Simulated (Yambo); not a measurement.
Absorption of CaC2 (space group I4/mmm, No. 139) under isotropic strain of -3 % on all lattice vectors with and without the electron-hole interaction (Yambo, PBEsol bands; 10×10×10 mesh, 4 valence and 2 conduction bands, static screening with 26 bands and a 4 Ry block, scissor 1.79 eV, Tamm-Dancoff; field along x). Axes are Cartesian, with cell vectors (Å) (-1.85, 1.85, 3.07), (1.85, -1.85, 3.07), (1.85, 1.85, -3.07).

```csv
E (eV),"Im ε, BSE","Im ε, independent quasiparticles"
2.36,0.07,0.04
2.46,0.07,0.04
2.56,0.08,0.04
2.67,0.09,0.04
2.77,0.10,0.05
2.87,0.11,0.05
2.97,0.13,0.06
3.07,0.16,0.06
3.17,0.20,0.07
3.27,0.27,0.08
3.37,0.38,0.09
3.47,0.62,0.10
3.57,0.98,0.12
3.67,1.03,0.16
3.77,0.99,0.23
3.87,1.09,0.35
3.97,1.12,0.41
4.07,1.18,0.46
4.17,1.07,0.47
4.27,1.21,0.54
4.38,1.51,0.65
4.48,1.43,0.65
4.58,1.25,0.74
4.68,1.21,0.88
4.78,1.44,0.92
4.88,1.89,0.77
4.98,2.45,0.65
5.08,2.81,0.69
5.18,3.18,0.86
5.28,3.85,1.13
5.38,4.07,1.39
5.48,4.20,1.41
5.58,4.32,1.54
5.68,3.99,1.82
5.78,3.43,2.09
5.88,3.41,2.40
5.98,3.37,2.80
6.08,3.31,3.01
6.19,3.90,3.06
6.29,3.95,3.29
6.39,3.51,3.50
6.49,3.42,3.61
```

The scissor comes from a G0W0 run whose convergence isn't established. Broadening 0.15 eV. The band window holds all transitions up to 6.5 eV. Fine structure above the onset can come from the mesh.

Geometry strained from the cell relaxed with PBEsol, atoms relaxed again; primitive cell a = 4.0388 Å, b = 4.0388 Å, c = 4.0388 Å, α = 125.39°, β = 125.39°, γ = 80.89°.

The structure is a Materials Project entry; no match was found in the copy of COD used, and its stability was not checked.
